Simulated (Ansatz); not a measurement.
**CdS: the gap against volume**

CdS, P6_3mc, a = 4.164 Å, c = 6.765 Å. Ansatz: r2SCAN, PAW, 500 eV, Γ-centred 6×6×4 mesh on 4 atoms, Gaussian smearing 0.02 eV; no spin polarisation. Shape and atoms are relaxed at each volume; x = ln(V/V0) with V0 = 25.399 Å³/atom. The gap is read at the mesh points alone.

| x | gap y (eV) |
| --- | --- |
| -0.1278 | 1.931 |
| -0.0943 | 1.858 |
| -0.0619 | 1.782 |
| -0.0305 | ? |
| 0.0000 | 1.633 |
| 0.0296 | 1.559 |
| 0.0583 | 1.486 |
| 0.0953 | 1.392 |

Question: Fit a straight line to the other rows, give the volume deformation potential of the gap and its pressure coefficient, and predict the missing gap. B0 = 60.3 GPa.

Answer: Means x = -0.01440, y = 1.6630; Σ(Δx)² = 0.04096, ΣΔxΔy = -0.09923; the slope is their ratio. y = 1.6281 − 2.4224 x. The slope is the deformation potential a = dE_g/d ln V = -2.42 eV, and dE_g/dP = −a/B0 = 40.2 meV/GPa. At x = -0.0305 the fit asked for gives 1.702 eV. The run gave 1.707 eV, so the fit is 0.005 eV too low, within twice the rms miss on the fitted rows (0.004 eV).

Semilocal functionals give gaps under the measured ones; changes of the gap mostly carry over better.

Cost: 8 runs of about 8.3 core-minutes in all, on Intel Xeon Processor @ 2.50GHz (Skylake/Cascade Lake) (shared hosts).